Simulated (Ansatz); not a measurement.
Data:

SiNi3:
Space group Pm-3m (No. 221); a = 3.5065 Å, b = 3.5065 Å, c = 3.5065 Å, α = 90.00°, β = 90.00°, γ = 90.00°

| atom | site | symmetry | x | y | z |
|---|---|---|---|---|---|
| Si | 1a | m-3m | 0.0000 | 0.0000 | 0.0000 |
| Ni | 3c | 4/mm.m | 0.0000 | 0.5000 | 0.5000 |

This is the PBE-relaxed structure.

### Question
All from PBE in the plane-wave PAW code Ansatz, unless another level is named. Give the electronic character.

### Answer
metallic (no gap).

### Question
Next, the formation energy from the elements (no fitted shifts)?

### Answer
-0.46 eV/atom.

### Question
What about the density of states at the Fermi level?

### Answer
0.54 states/eV per atom (mean over ±0.08 eV).

The cell was relaxed with PBE under the symmetry of its start. No spin polarisation was allowed. The references are the lowest solids computed at this level, not always the standard phases.

Potentials: the earlier of the program's two PAW sets.
